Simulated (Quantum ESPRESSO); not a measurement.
## Ag5PdRuOs (input and log of a self-consistent run)

A calculation, not a measurement. The program is pw.x of Quantum ESPRESSO 7.5 (plane-wave density functional theory). The cell is made up: eight metal atoms on a face-centred cubic lattice, with elements, volume, strain and displacements drawn at random and not relaxed, so it may be unstable or far from any real phase. PseudoDojo standard norm-conserving files set the functional (PBE unless stated); there is no spin polarisation or spin-orbit coupling, the Fermi-Dirac width of 0.25 eV means electrons at about 2900 K, and the masses in the input are unused placeholders. Heavy elements are run without spin-orbit coupling, which real alloys of them have. A spin test at this wide smearing found no moment, but such smearing suppresses magnetism that the real alloy may have.

Input:

```
&control calculation='scf', pseudo_dir='./dojo.nc.sr.pbe.v0_5.standard.upf', outdir='./o', disk_io='minimal', tprnfor=.true., tstress=.true. /
&system ibrav=0, nat=8, ntyp=4, nbnd=85, ecutwfc=84.00895049, nosym=.true., tot_charge=0,
 occupations='smearing', smearing='fd', degauss=0.0183746611
/
&electrons conv_thr=1.470e-08, electron_maxstep=70, mixing_beta=0.5 /
ATOMIC_SPECIES
Ag 1.0 Ag.upf
Os 1.0 Os.upf
Pd 1.0 Pd.upf
Ru 1.0 Ru.upf
CELL_PARAMETERS angstrom
-2.0104 -4.0208 -2.0104
-4.0208 2.0104 2.0104
0.0 4.0208 -4.0208
ATOMIC_POSITIONS angstrom
Ag 0.0613 0.0314 0.0695
Ag 0.0857 1.9775 -1.9803
Pd -2.0253 2.0273 0.0795
Ag -1.9903 3.9733 -2.0171
Ag -2.0785 -0.0391 -2.0131
Ru -1.8977 2.0553 -4.0711
Ag -4.0595 0.0061 -0.0382
Os -3.9604 2.0234 -1.994
K_POINTS automatic
5 5 4 1 1 1
```

The log is shortened where brackets say so; the opening notice, blank lines, dates and the lines on written files are dropped, and the path of the files is cut. It prints rydbergs, bohrs and kilobars, and counts compression as positive stress. Its total energy is the free energy E - TS of the whole cell.

```
     Program PWSCF v.7.5
     Parallel version (MPI & OpenMP), running on       4 processor cores
     Number of MPI processes:                 4
     Threads/MPI process:                     1
     [start-up lines left out]
     bravais-lattice index     =            0
     lattice parameter (alat)  =       9.3059  a.u.
     unit-cell volume          =     877.3321 (a.u.)^3
     number of atoms/cell      =            8
     number of atomic types    =            4
     number of electrons       =       145.00
     number of Kohn-Sham states=           85
     kinetic-energy cutoff     =      84.0090  Ry
     charge density cutoff     =     336.0358  Ry
     scf convergence threshold =      1.5E-08
     mixing beta               =       0.5000
     number of iterations used =            8  plain     mixing
     Exchange-correlation= PBE
                           (   1   4   3   4   0   0   0)
     [axes and pseudopotential details left out]
   Cartesian axes
     site n.     atom                  positions (alat units)
         1        Ag     tau(   1) = (   0.0124481   0.0063763   0.0141132  )
         2        Ag     tau(   2) = (   0.0174029   0.4015673  -0.4021359  )
         3        Pd     tau(   3) = (  -0.4112740   0.4116801   0.0161439  )
         4        Ag     tau(   4) = (  -0.4041666   0.8068508  -0.4096088  )
         5        Ag     tau(   5) = (  -0.4220772  -0.0079400  -0.4087966  )
         6        Ru     tau(   6) = (  -0.3853625   0.4173661  -0.8267109  )
         7        Ag     tau(   7) = (  -0.8243553   0.0012387  -0.0077572  )
         8        Os     tau(   8) = (  -0.8042313   0.4108882  -0.4049180  )
     number of k points=    50  Fermi-Dirac smearing, width (Ry)=  0.0184
                       cart. coord. in units 2pi/alat
        k(    1) = (  -0.1722297   0.0267913  -0.1263018), wk =   0.0400000
        k(    2) = (  -0.2105030   0.1416111  -0.3176682), wk =   0.0400000
     [further k points left out]
     Dense  grid:    91337 G-vectors     FFT dimensions: (  60,  60,  64)
     Estimated max dynamical RAM per process >     371.65 MB
     Estimated total dynamical RAM >       1.39 GB
     Initial potential from superposition of free atoms
     starting charge     144.9965, renormalised to     145.0000
     Starting wfcs are   79 randomized atomic wfcs +    6 random wfcs
     total cpu time spent up to now is        5.2 secs
     per-process dynamical memory:   282.8 Mb
     Self-consistent Calculation
     iteration #  1     ecut=    84.01 Ry     beta= 0.50
     Davidson diagonalization with overlap
     ethr =  1.00E-02,  avg # of iterations =  3.0
     total cpu time spent up to now is       18.3 secs
     total energy              =   -2219.90657984 Ry
     estimated scf accuracy    <       8.69307797 Ry
     iteration #  2     ecut=    84.01 Ry     beta= 0.50
     Davidson diagonalization with overlap
     ethr =  6.00E-03,  avg # of iterations =  3.0
     total cpu time spent up to now is       32.0 secs
     total energy              =   -2222.54346977 Ry
     estimated scf accuracy    <      40.55199225 Ry
     iteration #  3     ecut=    84.01 Ry     beta= 0.50
     Davidson diagonalization with overlap
     ethr =  6.00E-03,  avg # of iterations =  3.1
     total cpu time spent up to now is       44.9 secs
     total energy              =   -2225.46093919 Ry
     estimated scf accuracy    <       4.16743640 Ry
     iteration #  4     ecut=    84.01 Ry     beta= 0.50
     Davidson diagonalization with overlap
     ethr =  2.87E-03,  avg # of iterations =  2.0
     total cpu time spent up to now is       55.5 secs
     total energy              =   -2225.46437116 Ry
     estimated scf accuracy    <       5.40312155 Ry
     iteration #  5     ecut=    84.01 Ry     beta= 0.50
     Davidson diagonalization with overlap
     ethr =  2.87E-03,  avg # of iterations =  1.0
     total cpu time spent up to now is       65.5 secs
     total energy              =   -2225.37146402 Ry
     estimated scf accuracy    <       1.40874472 Ry
     [iterations 6 to 10 left out]
     iteration # 11     ecut=    84.01 Ry     beta= 0.50
     Davidson diagonalization with overlap
     ethr =  4.15E-07,  avg # of iterations =  1.9
     total cpu time spent up to now is      135.7 secs
     total energy              =   -2225.47152794 Ry
     estimated scf accuracy    <       0.00001177 Ry
     iteration # 12     ecut=    84.01 Ry     beta= 0.50
     Davidson diagonalization with overlap
     ethr =  8.12E-09,  avg # of iterations =  2.0
     total cpu time spent up to now is      147.3 secs
     total energy              =   -2225.47153015 Ry
     estimated scf accuracy    <       0.00001638 Ry
     iteration # 13     ecut=    84.01 Ry     beta= 0.50
     Davidson diagonalization with overlap
     ethr =  8.12E-09,  avg # of iterations =  1.5
     total cpu time spent up to now is      158.3 secs
     total energy              =   -2225.47153151 Ry
     estimated scf accuracy    <       0.00000019 Ry
     iteration # 14     ecut=    84.01 Ry     beta= 0.50
     Davidson diagonalization with overlap
     ethr =  1.34E-10,  avg # of iterations =  2.0
     total cpu time spent up to now is      170.2 secs
     total energy              =   -2225.47153154 Ry
     estimated scf accuracy    <       0.00000003 Ry
     iteration # 15     ecut=    84.01 Ry     beta= 0.50
     Davidson diagonalization with overlap
     ethr =  1.86E-11,  avg # of iterations =  2.0
     total cpu time spent up to now is      181.3 secs
     End of self-consistent calculation
     [lines on levels left out]
!    total energy              =   -2225.47153154 Ry
     estimated scf accuracy    <          5.9E-09 Ry
     smearing contrib. (-TS)   =      -0.10380148 Ry
     internal energy E=F+TS    =   -2225.36773006 Ry
     The total energy is F=E-TS. E is the sum of the following terms:
     one-electron contribution =    -755.28201019 Ry
     hartree contribution      =     465.88762912 Ry
     xc contribution           =    -349.21103232 Ry
     ewald contribution        =   -1586.76231668 Ry
     convergence has been achieved in  15 iterations
     Forces acting on atoms (cartesian axes, Ry/au):
     atom    1 type  1   force =    -0.01685334   -0.01002857   -0.00304110
     atom    2 type  1   force =    -0.02601133    0.00272193   -0.01737551
     atom    3 type  3   force =     0.00717704   -0.02752835   -0.02369681
     atom    4 type  1   force =     0.00186498    0.01202521   -0.00128002
     atom    5 type  1   force =     0.02682654    0.02485216   -0.00223208
     atom    6 type  4   force =    -0.02453235   -0.05831908    0.05936996
     atom    7 type  1   force =     0.03268978    0.01053635    0.01807325
     atom    8 type  2   force =    -0.00116134    0.04574036   -0.02981770
     Total force =     0.127512     Total SCF correction =     0.000393
     Computing stress (Cartesian axis) and pressure
          total   stress  (Ry/bohr**3)                   (kbar)     P=       17.50
   0.00004737   0.00012945   0.00005740            6.97       19.04        8.44
   0.00012945   0.00015344   0.00005236           19.04       22.57        7.70
   0.00005740   0.00005236   0.00015613            8.44        7.70       22.97
     init_run     :      4.88s CPU      5.16s WALL (       1 calls)
     electrons    :    171.16s CPU    176.04s WALL (       1 calls)
     forces       :      1.83s CPU      1.83s WALL (       1 calls)
     stress       :      6.28s CPU      6.28s WALL (       1 calls)
     [timing details left out]
     PWSCF        :   3m 4.29s CPU   3m 9.47s WALL
     JOB DONE.
```

In other units: free energy -30279.083 eV for the cell, pressure 1.75 GPa, largest force component 1.526 eV/Å in size. The run took 191 s of wall time with four MPI processes on a shared machine (Intel Xeon, 2023 or later, virtual cores), so the time is rough. A rerun of this cell at a higher cutoff and on a denser mesh moved values by no more than 0.014 eV in energy, 0.15 GPa in stress and 0.006 eV/Å in force, and a second program with other atomic files agreed on that cell to 2 % rms in force and 0.5 GPa in pressure.